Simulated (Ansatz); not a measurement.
# Phonons of LuAl₂Ge₂

The computed numbers are results of PBEsol, scalar-relativistic (no spin polarisation) in the plane-wave PAW code Ansatz at 420 eV, Gaussian smearing of 0.15 eV; PAW files: Ansatz's generated set soft_2.

```xyz
5
Lattice="4.2258 0.0000 0.0000 -2.1129 3.6597 0.0000 0.0000 0.0000 6.3670" Properties=species:S:1:pos:R:3 pbc="T T T"
Lu    0.0000    0.0000    0.0000
Al    0.0000    2.4398    4.1424
Al    2.1129    1.2199    2.2246
Ge    0.0000    2.4398    1.5863
Ge    2.1129    1.2199    4.7807
```

The chain of runs began from a cell as deposited in COD, expanded in volume.

Force constants come from finite displacements in a 2×2×1 supercell (the unit cell's 10×10×6 k-mesh, folded to it); the long-range dipole term is not included. Points in reciprocal vectors of this cell: Γ = (0.000, 0.000, 0.000), M = (0.500, 0.000, 0.000), K = (0.333, 0.333, 0.000), A = (0.000, 0.000, 0.500), L = (0.500, 0.000, 0.500), H = (0.333, 0.333, 0.500).

The supercell isn't repeated along every axis, so wave vectors with a part along such an axis can't be had from it and are left out, and thermodynamic sums miss that dispersion.

Frequencies at the named points (cm⁻¹, imaginary ones negative):
| point | ω (cm⁻¹) |
| --- | --- |
| Γ | 0 0 0 118 118 127 127 140 157 265 279 292 292 302 302 |
| M | 73 76 92 92 118 131 134 174 193 246 261 289 298 305 310 |
| K | 73 73 77 118 134 134 137 185 185 243 243 299 303 303 306 |

Question: Is the structure dynamically stable along this path, and where does the spectrum end?

Answer: Yes: no branch is imaginary beyond numerical noise. The highest frequency is 311 cm⁻¹, between Γ and M. Points that don't fit the supercell are interpolated.

Question: What does the harmonic approximation give for the vibrational free energy, entropy and heat capacity?

Answer: Zero-point energy 34.2 meV/atom.
```csv
T (K),F_vib (meV/atom),S (J/K per mole of atoms),C_V (J/K per mole of atoms)
100,29.9,11.0,14.7
200,11.6,23.6,21.1
300,-17.8,32.6,23.1
400,-55.2,39.4,23.9
500,-98.9,44.7,24.2
600,-147.7,49.2,24.5
700,-200.6,53.0,24.6
800,-257.3,56.3,24.7
900,-317.1,59.2,24.7
1000,-379.8,61.8,24.8
```

The highest mode, 311 cm⁻¹, is worth 450 K. At 300 K the heat capacity has reached 93 % of the classical limit 3R = 24.9 J/K per mole of atoms.

The crystal is a metal or nearly so; low and unstable modes depend on mesh and smearing.

Run time: 11 min on 4 threads of Arm Neoverse V1 (shared host), peak memory 2.9 GiB.

Scalar-relativistic only: spin–orbit splittings of the heavy atoms' levels are missing.
